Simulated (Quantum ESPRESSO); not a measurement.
Ti4FO6N, input and log of a self-consistent run

Simulated, not a measurement. The program is pw.x of Quantum ESPRESSO 7.5 (plane-wave density functional theory). The cell is made up: 12 atoms on a rutile lattice, with randomly drawn elements, strain and displacements, not relaxed. PseudoDojo standard norm-conserving files (v0.5 for PBE, v0.4.1 for LDA and PBEsol) set the functional; there is no spin polarisation, spin-orbit coupling or dispersion term, and the masses in the input are unused placeholders.

Input:

```
&control calculation='scf', pseudo_dir='./dojo.nc.sr.pbe.v0_5.standard.upf', outdir='./o', disk_io='low', tprnfor=.true., tstress=.true. /
&system ibrav=0, nat=12, ntyp=4, nbnd=54, ecutwfc=105.61755193, nosym=.true., tot_charge=0,
 occupations='smearing', smearing='fd', degauss=0.0018374661
/
&electrons conv_thr=7.350e-09, electron_maxstep=60, /
ATOMIC_SPECIES
F 1.0 F.upf
N 1.0 N.upf
O 1.0 O.upf
Ti 1.0 Ti.upf
CELL_PARAMETERS angstrom
4.7417 0.0048 0.0237
0.0048 4.7342 0.0554
0.0303 0.0708 6.0107
ATOMIC_POSITIONS angstrom
Ti 0.0567 -0.1089 0.0282
Ti 2.3312 2.4292 1.5303
Ti -0.0138 0.1226 2.9174
Ti 2.5139 2.4233 4.4978
F 1.4229 1.4681 -0.054
O 3.3202 3.2586 -0.0263
O 3.9156 1.0111 1.3998
N 1.086 3.8664 1.4077
O 1.5773 1.5866 3.0905
O 3.2861 3.1665 3.0359
O 3.7926 1.0302 4.6112
O 1.0088 3.8483 4.5949
K_POINTS automatic
7 7 6 1 1 1
```

The log is shortened where brackets say so; the opening notice, blank lines, dates and the lines on written files are dropped, and the path of the files is cut. It prints rydbergs, bohrs and kilobars, and counts compression as positive stress. With no partly filled state, the Fermi energy that it prints is only some level between the filled and the empty states on the mesh, and need not lie in the true gap.

```
     Program PWSCF v.7.5
     Parallel version (MPI & OpenMP), running on       4 processor cores
     Number of MPI processes:                 4
     Threads/MPI process:                     1
     [start-up lines left out]
     bravais-lattice index     =            0
     lattice parameter (alat)  =       8.9606  a.u.
     unit-cell volume          =     910.3976 (a.u.)^3
     number of atoms/cell      =           12
     number of atomic types    =            4
     number of electrons       =        96.00
     number of Kohn-Sham states=           54
     kinetic-energy cutoff     =     105.6176  Ry
     charge density cutoff     =     422.4702  Ry
     scf convergence threshold =      7.3E-09
     mixing beta               =       0.7000
     number of iterations used =            8  plain     mixing
     Exchange-correlation= PBE
                           (   1   4   3   4   0   0   0)
     [axes and pseudopotential details left out]
   Cartesian axes
     site n.     atom                  positions (alat units)
         1        Ti     tau(   1) = (   0.0119576  -0.0229661   0.0059472  )
         2        Ti     tau(   2) = (   0.4916316   0.5122991   0.3227282  )
         3        Ti     tau(   3) = (  -0.0029103   0.0258554   0.6152566  )
         4        Ti     tau(   4) = (   0.5301616   0.5110548   0.9485504  )
         5        F      tau(   5) = (   0.3000783   0.3096107  -0.0113882  )
         6        O      tau(   6) = (   0.7002039   0.6872129  -0.0055465  )
         7        O      tau(   7) = (   0.8257690   0.2132330   0.2952067  )
         8        N      tau(   8) = (   0.2290288   0.8153932   0.2968728  )
         9        O      tau(   9) = (   0.3326401   0.3346014   0.6517620  )
        10        O      tau(  10) = (   0.6930125   0.6677898   0.6402473  )
        11        O      tau(  11) = (   0.7998293   0.2172610   0.9724656  )
        12        O      tau(  12) = (   0.2127479   0.8115760   0.9690280  )
     number of k points=   147  Fermi-Dirac smearing, width (Ry)=  0.0018
     Number of k-points >= 100: set verbosity='high' to print them.
     Dense  grid:   133517 G-vectors     FFT dimensions: (  60,  60,  75)
     Estimated max dynamical RAM per process >     714.58 MB
     Estimated total dynamical RAM >       2.70 GB
     Initial potential from superposition of free atoms
     starting charge      95.9936, renormalised to      96.0000
     Starting wfcs are   72 randomized atomic wfcs
     total cpu time spent up to now is       13.5 secs
     per-process dynamical memory:   636.7 Mb
     Self-consistent Calculation
     iteration #  1     ecut=   105.62 Ry     beta= 0.70
     Davidson diagonalization with overlap
     ethr =  1.00E-02,  avg # of iterations =  2.0
     total cpu time spent up to now is       37.3 secs
     total energy              =    -741.26148144 Ry
     estimated scf accuracy    <       5.98243298 Ry
     iteration #  2     ecut=   105.62 Ry     beta= 0.70
     Davidson diagonalization with overlap
     ethr =  6.23E-03,  avg # of iterations =  7.4
     total cpu time spent up to now is       84.9 secs
     total energy              =    -733.91041728 Ry
     estimated scf accuracy    <      81.81413579 Ry
     iteration #  3     ecut=   105.62 Ry     beta= 0.70
     Davidson diagonalization with overlap
     ethr =  6.23E-03,  avg # of iterations =  6.0
     total cpu time spent up to now is      126.5 secs
     total energy              =    -744.52785234 Ry
     estimated scf accuracy    <       1.62575553 Ry
     iteration #  4     ecut=   105.62 Ry     beta= 0.70
     Davidson diagonalization with overlap
     ethr =  1.69E-03,  avg # of iterations =  5.0
     total cpu time spent up to now is      153.6 secs
     total energy              =    -744.69620620 Ry
     estimated scf accuracy    <       0.90318219 Ry
     iteration #  5     ecut=   105.62 Ry     beta= 0.70
     Davidson diagonalization with overlap
     ethr =  9.41E-04,  avg # of iterations =  2.0
     total cpu time spent up to now is      176.1 secs
     total energy              =    -744.58223530 Ry
     estimated scf accuracy    <       0.63223723 Ry
     [iterations 6 to 18 left out]
     iteration # 19     ecut=   105.62 Ry     beta= 0.70
     Davidson diagonalization with overlap
     ethr =  1.96E-09,  avg # of iterations =  5.1
     total cpu time spent up to now is      591.4 secs
     total energy              =    -744.59944661 Ry
     estimated scf accuracy    <       0.00000022 Ry
     iteration # 20     ecut=   105.62 Ry     beta= 0.70
     Davidson diagonalization with overlap
     ethr =  2.30E-10,  avg # of iterations =  5.0
     total cpu time spent up to now is      622.7 secs
     total energy              =    -744.59944665 Ry
     estimated scf accuracy    <       0.00000015 Ry
     iteration # 21     ecut=   105.62 Ry     beta= 0.70
     Davidson diagonalization with overlap
     ethr =  1.53E-10,  avg # of iterations =  2.6
     total cpu time spent up to now is      644.6 secs
     total energy              =    -744.59944663 Ry
     estimated scf accuracy    <       0.00000006 Ry
     iteration # 22     ecut=   105.62 Ry     beta= 0.70
     Davidson diagonalization with overlap
     ethr =  6.64E-11,  avg # of iterations =  6.1
     total cpu time spent up to now is      677.3 secs
     total energy              =    -744.59944665 Ry
     estimated scf accuracy    <       0.00000004 Ry
     iteration # 23     ecut=   105.62 Ry     beta= 0.70
     Davidson diagonalization with overlap
     ethr =  4.17E-11,  avg # of iterations =  3.9
     total cpu time spent up to now is      703.4 secs
     End of self-consistent calculation
     Number of k-points >= 100: set verbosity='high' to print the bands.
     the Fermi energy is     9.0121 ev
!    total energy              =    -744.59944665 Ry
     estimated scf accuracy    <          4.1E-09 Ry
     smearing contrib. (-TS)   =      -0.00000000 Ry
     internal energy E=F+TS    =    -744.59944665 Ry
     The total energy is F=E-TS. E is the sum of the following terms:
     one-electron contribution =    -279.67747205 Ry
     hartree contribution      =     183.89029437 Ry
     xc contribution           =    -136.79927578 Ry
     ewald contribution        =    -512.01299320 Ry
     convergence has been achieved in  23 iterations
     Forces acting on atoms (cartesian axes, Ry/au):
     atom    1 type  4   force =    -0.04605785   -0.05013368   -0.06814789
     atom    2 type  4   force =     0.02048928    0.04319101    0.03909195
     atom    3 type  4   force =     0.03282446   -0.00075078    0.02134978
     atom    4 type  4   force =     0.02005920    0.03365818   -0.01003978
     atom    5 type  1   force =    -0.00464159   -0.01157672    0.01911036
     atom    6 type  3   force =     0.00530903    0.00332208    0.03254075
     atom    7 type  3   force =     0.01013494   -0.03818413    0.06440281
     atom    8 type  2   force =    -0.03005568    0.01002311    0.08046219
     atom    9 type  3   force =    -0.08891111   -0.08108858   -0.04794944
     atom   10 type  3   force =     0.07329168    0.09342709   -0.04280395
     atom   11 type  3   force =     0.03819567   -0.04023810   -0.05448886
     atom   12 type  3   force =    -0.03063804    0.03835051   -0.03352790
     Total force =     0.270851     Total SCF correction =     0.000208
     Computing stress (Cartesian axis) and pressure
          total   stress  (Ry/bohr**3)                   (kbar)     P=      -31.20
  -0.00025798   0.00026688   0.00000350          -37.95       39.26        0.51
   0.00026688  -0.00019813  -0.00018802           39.26      -29.15      -27.66
   0.00000350  -0.00018802  -0.00018008            0.51      -27.66      -26.49
     init_run     :     12.79s CPU     13.30s WALL (       1 calls)
     electrons    :    684.85s CPU    689.95s WALL (       1 calls)
     forces       :      4.69s CPU      5.91s WALL (       1 calls)
     stress       :     17.08s CPU     19.24s WALL (       1 calls)
     [timing details left out]
     PWSCF        :  11m59.77s CPU  12m 8.86s WALL
     JOB DONE.
```

In other units: free energy -10130.792 eV for the cell, pressure -3.12 GPa, largest force component 2.402 eV/Å. This run is the check on a run of the same cell at 1143 eV and a 5 x 5 x 4 mesh: rerunning at 1437 eV and a 7 x 7 x 6 mesh moved values by no more than 0.004 eV in energy, 0.04 GPa in stress and 0.002 eV/Å in force.